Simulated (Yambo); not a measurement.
Quantum ESPRESSO input (LDA, PseudoDojo standard norm-conserving files, scalar-relativistic) whose wavefunctions are converted with p2y:

```
&CONTROL
  calculation = 'nscf'
  pseudo_dir = './pseudo'
  outdir = './out'
/
&SYSTEM
  ibrav = 0
  nat = 5
  ntyp = 3
  ecutwfc = 102.0
  ecutrho = 408.0
  occupations = 'fixed'
  force_symmorphic = .true.
  nbnd = 269
/
&ELECTRONS
  conv_thr = 5e-09
  diago_full_acc = .true.
  diago_thr_init = 1e-08
/
ATOMIC_SPECIES
Cl 35.4500 Cl.upf
Cd 112.4140 Cd.upf
Cs 132.9055 Cs.upf
CELL_PARAMETERS angstrom
  5.264400000000   0.000000000000   0.000000000000
  0.000000000000   5.264400000000   0.000000000000
  0.000000000000   0.000000000000   5.264400000000
ATOMIC_POSITIONS crystal
Cl   0.000000000000   0.500000000000   0.500000000000
Cl   0.500000000000   0.000000000000   0.500000000000
Cl   0.500000000000   0.500000000000   0.000000000000
Cd   0.500000000000   0.500000000000   0.500000000000
Cs   0.000000000000   0.000000000000   0.000000000000
K_POINTS automatic
1 1 1 0 0 0
```

Yambo's initialisation report on symmetry, reciprocal space, the k grid and the gaps on this mesh:

```
  [02.02] Symmetries
  ==================

  Inversion symmetry    : yes
  Spatial inversion     : yes
  Inversion index       :  25
  K-space Time-reversal : no
  Magnetic symmetries   : no
  Group table correct   : yes
  Symmetries units      :  [cc]

  [02.03] Reciprocal space
  ========================

  nG shells         :   854
  nG charge         :  137059
  nG WFs            :  17071
  nC WFs            :  17071
  G-vecs. in first 80 shells:  [ Number ]
     1    7   19   27   33   57   81   93  123
    147   171   179   203   251   257   305   341   365
    389   437   461   485   515   587   619   691   739
    751   799   847   895   925   949  1021  1045  1141
   1189  1213  1237  1309  1357  1365  1419  1503  1551
   1575  1647  1743  1791  1839  1863  1935  2007  2103
   2109  2205  2301  2325  2373  2469  2517  2553  2601
    2721   2777   2801   2897   2945   2969   3071   3119   3191
    3239   3287   3407   3431   3575   3695   3743   3791
  ...
  Shell energy in first 80 shells:  [ mHa ]
    0.00000      199.450      398.900      598.350      797.800      997.250      1196.70      1595.60      1795.05
    1994.50      2193.95      2393.40      2592.85      2792.30      3191.20      3390.65      3590.10      3789.55
    3989.00      4188.45      4387.90      4786.80      4986.25      5185.70      5385.15      5784.05      5983.50
    6382.40      6581.85      6781.30      6980.75      7180.20      7379.65      7579.10      7978.00      8177.45
    8376.90      8576.35      8775.80      8975.25      9174.70      9573.60      9773.05      9972.50      10172.0
    10371.4      10570.9      10770.3      11169.2      11368.7      11568.1      11767.6      12166.5      12365.9
    12764.8      12964.3      13163.7      13363.2      13562.6      13762.1      13961.5      14360.4      14559.9
    14759.3      14958.8      15158.2      15357.7      15557.1      15956.0      16155.5      16354.9      16554.4
    16753.8      16953.3      17152.7      17551.6      17751.1      17950.5      18150.0      18548.9
  ...

  [02.04] K-grid lattice
  ======================

  Compatible Grid is   : 0D
  K lattice UC volume  :  0.251940 [a.u.]

  IBZ K-points                                      :  1
  BZ  K-points                                      :  1

  K/Q-points units:
  rlu = crystal or reduced units; cc = cartesian coordinates; iku = interal k-units

  K [1]          [rlu]:  0.000000  0.000000  0.000000
         WF components:  17071

  [02.05] Energies & Occupations
  ==============================

  [X] === General ===
  [X] Electronic Temperature                        :  0.000000  0.000000 [eV K]
  [X] Bosonic    Temperature                        :  0.000000  0.000000 [eV K]
  [X] Finite Temperature mode                       : no
  [X] El. density                                   :  0.34271E+24 [cm-3]
  [X] Fermi Level                                   :  2.779492 [eV]

  [X] === Gaps and Widths ===
  [X] Conduction Band Min                           :  1.937139 [eV]
  [X] Valence Band Max                              :  0.000000 [eV]
  [X] Filled Bands                                  :  25
  [X] Empty Bands                                   :   26  269
  [X] Direct Gap                                    :  1.937139 [eV]
  [X] Direct Gap localized at k                     :  1
```
The gaps are LDA values on this mesh alone; only operations without fractional translations are kept.

Spin-orbit coupling is not included.

Geometry of the Materials Project entry, not relaxed at this level.
